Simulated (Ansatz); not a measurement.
A plane-wave DFT run in Ansatz 0.2.0 (scalar-relativistic PAW potentials unless the input names others): input and command.

```yaml
crystal:
  lattice:
    - [7.7469582771, 0.0, -0.15397222]
    - [0.0, 8.8727727496, 0.0]
    - [-0.1190781, 0.0, 5.9317564734]
  atoms:
    - { symbol: Sr, position: [0.0014950179, 0.5, 0.2719827416] }
    - { symbol: Sr, position: [0.4978742848, 0.0, 0.7290547589] }
    - { symbol: Ca, position: [0.2504765985, 0.3115045222, 0.7468198504] }
    - { symbol: Ca, position: [0.2504765985, 0.6884954778, 0.7468198504] }
    - { symbol: Ca, position: [0.7494546782, 0.3105706443, 0.7487292229] }
    - { symbol: Ca, position: [0.7494546782, 0.6894293557, 0.7487292229] }
    - { symbol: Ca, position: [0.2503849583, 0.184443314, 0.2533904864] }
    - { symbol: Ca, position: [0.2503849583, 0.815556686, 0.2533904864] }
    - { symbol: Ca, position: [0.750571805, 0.1871638166, 0.2507098597] }
    - { symbol: Ca, position: [0.750571805, 0.8128361834, 0.2507098597] }
    - { symbol: Ca, position: [0.4978371659, 0.5, 0.2553551439] }
    - { symbol: Ca, position: [0.0046949082, 0.0, 0.7468208616] }
    - { symbol: "N", position: [0.7433426734, 0.5, 0.0210204532] }
    - { symbol: "N", position: [0.2571410663, 0.5, 0.0190269568] }
    - { symbol: "N", position: [0.7531498078, 0.0, 0.97528991] }
    - { symbol: "N", position: [0.2509279503, 0.0, 0.969508] }
    - { symbol: "N", position: [0.4957020409, 0.2585729171, 0.4930611748] }
    - { symbol: "N", position: [0.4957020409, 0.7414270829, 0.4930611748] }
    - { symbol: "N", position: [0.0001784818, 0.2462763141, 0.5132599929] }
    - { symbol: "N", position: [0.0001784818, 0.7537236859, 0.5132599929] }
basis:
  ecutwfc: 420
kpoints:
  mp_grid: { grid: [5, 3, 5] }
hamiltonian:
  xc: pbe
  dispersion: d4
scf:
  occupations: { method: gaussian, width: 0.05 }
output:
  forces: true
  eigenvalues: true
  stress: true
```

```bash
ansatz run input.yaml --threads 4 --pin off --max-ram 7168MiB --backend cpu --events-out ev --progress --plain --runs-dir out
```

Abridged log:
```
Pseudopotentials: kind: paw
Pseudopotential: Sr, paw, valence charge 10, recommended cutoff 420 eV (normal)
Pseudopotential: Ca, paw, valence charge 10, recommended cutoff 420 eV (normal)
Pseudopotential: N, paw, valence charge 5, recommended cutoff 420 eV (normal)
Functional definition: PBE
Crystal: 20 atoms, lattice volume = 407.568 Å³
Basis set: ecut = 420 eV, 7959 PW (Γ), exchange–correlation on 108×120×80 points (8 copies of the dense FFT grid, shifted against one another)
Bands: 100, of which v1, the nominal top of the filled ones, is band 80 counted from 1 (79 counted from 0)
Symmetry: 2 space group operations
Space group: Pm (ITA 6), of the structure as read, at distance tolerance 7.4e-5 Å
k-points: 26 of 75 (time reversal used)
Initial density: superposition of atomic densities (neutral atoms: chi_scale 0, normalization atom), corrected by the library's trained network
Initial wavefunctions: pseudopotential atomic-orbital guess
Functional: x = pbe(κ = 0.804, μ = 0.21951497), c = pbe(β = 0.06672455)
SCF iter   1: F=—  HF=-28344.167100 eV  |F-HF|=—  |Δ(HF+E_count)|=         —  Δρ=2.44e-3  dr2=3.40e-2  ethr=1.77e-3  ⟨swp⟩=9.7  Hψ=12990  notcnv=0  defer=36
SCF iter   2: F=—  HF=-28344.176661 eV  |F-HF|=—  |Δ(HF+E_count)|=   9.56e-3  Δρ=1.16e-3  dr2=7.19e-3  ethr=2.13e-5  ⟨swp⟩=2.2  Hψ=3988  notcnv=0  defer=122
SCF iter   3: F=—  HF=-28344.179116 eV  |F-HF|=—  |Δ(HF+E_count)|=   2.45e-3  Δρ=4.38e-4  dr2=1.31e-3  ethr=4.49e-6  ⟨swp⟩=2.0  Hψ=2933  notcnv=0  defer=16
automatic band count: iteration 3 solves 93 bands in place of 100: the levels show a gap, and the empty bands left out lie too high to hold charge; the band table lists the bands solved (type scf.n_extra_bands for more)
SCF iter   4: F=—  HF=-28344.179658 eV  |F-HF|=—  |Δ(HF+E_count)|=   5.42e-4  Δρ=1.28e-4  dr2=1.10e-4  ethr=8.22e-7  ⟨swp⟩=2.0  Hψ=2925  notcnv=0  defer=16
SCF iter   5: F=—  HF=-28344.179718 eV  |F-HF|=—  |Δ(HF+E_count)|=   5.96e-5  Δρ=5.86e-5  dr2=1.92e-5  ethr=6.88e-8  ⟨swp⟩=2.0  Hψ=3160  notcnv=0  defer=16
SCF iter   6: F=—  HF=-28344.179611 eV  |F-HF|=—  |Δ(HF+E_count)|=   1.07e-4  Δρ=1.40e-5  dr2=8.41e-7  ethr=1.20e-8  ⟨swp⟩=2.0  Hψ=3150  notcnv=0  defer=16
SCF iter   7: F=-28344.179612 eV  HF=-28344.179612 eV  |F-HF|=1.82e-8  |Δ(HF+E_count)|=   5.70e-7  Δρ=4.49e-6  dr2=9.67e-8  ethr=6.25e-11  ⟨swp⟩=9.4  Hψ=12324  notcnv=0
SCF 1 converged in 7 iterations: F = -28344.179612 eV  dr2 = 9.67e-8
SCF converged after 7 iterations
Free energy (F): -28344.179612 eV
Harris-Foulkes:  -28344.179612 eV  (|F-HF|=1.82e-8)
Internal energy: -28344.179612 eV  (E = F + TS)
E sigma→0 (E₀):  -28344.179612 eV
Fermi energy:    7.042066 eV
  E_disp       = -2.895401  (pairwise vdW)
--- Forces (eV/Å), atoms counted from 1 ---
  atom   1  Sr     0.17348324     0.00000000    -0.07883748
  atom   2  Sr     0.06054499     0.00000000    -0.19582797
  atom   3  Ca     0.15969825     0.15523158    -0.02594461
  atom   4  Ca     0.15969825    -0.15523158    -0.02594461
  atom   5  Ca     0.01522656     0.16333644    -0.19534941
  atom   6  Ca     0.01522656    -0.16333644    -0.19534941
  atom   7  Ca    -0.08048723     0.16407877     0.05303684
  atom   8  Ca    -0.08048723    -0.16407877     0.05303684
  atom   9  Ca    -0.10608446     0.04999620     0.27633211
  atom  10  Ca    -0.10608446    -0.04999620     0.27633211
  atom  11  Ca     0.22746674     0.00000000     0.06954095
  atom  12  Ca    -0.46813584     0.00000000    -0.14003969
  atom  13  N     -0.09426263     0.00000000     0.15765117
  atom  14  N     -0.40882649     0.00000000     0.12179093
  atom  15  N      0.44088490     0.00000000     0.04867812
  atom  16  N     -0.02408841     0.00000000     0.37680987
  atom  17  N      0.15717212    -0.13827667    -0.12006874
  atom  18  N      0.15717212     0.13827667    -0.12006874
  atom  19  N     -0.09905029    -0.20930553    -0.16787513
  atom  20  N     -0.09905029     0.20930553    -0.16787513
--- Stress (GPa, compression-positive) ---
       -2.318138       0.000000       1.277875
        0.000000      -2.373253       0.000000
        1.277875       0.000000      -1.436338
  P = ⅓ Tr σ = -2.0426 GPa (-20.426 kbar)
```

Apart from outputs and empty bands, the input differs from a reference run on usual settings in kpoints.mp_grid.grid: [6, 4, 6] → [5, 3, 5]; hamiltonian.dispersion: not typed → "d4". The reference, at the same geometry (not necessarily relaxed), gave pressure -0.77 GPa, largest force 0.494 eV/Å, gap on the mesh 0.37 eV. This run converged in 7 SCF iterations (reference: 7) with an energy at zero smearing 145 meV/atom below the reference's (the Hamiltonian itself differs), pressure -2.04 GPa, largest force 0.489 eV/Å, gap on the mesh 0.37 eV. Its k mesh is looser than usual. The Hamiltonian differs as well, so the change in the result can't be put down to that alone.

Time: 18 s on 4 threads of Intel(R) Xeon(R) 6975P-C (Granite Rapids) (shared host), peak memory 1.5 GiB.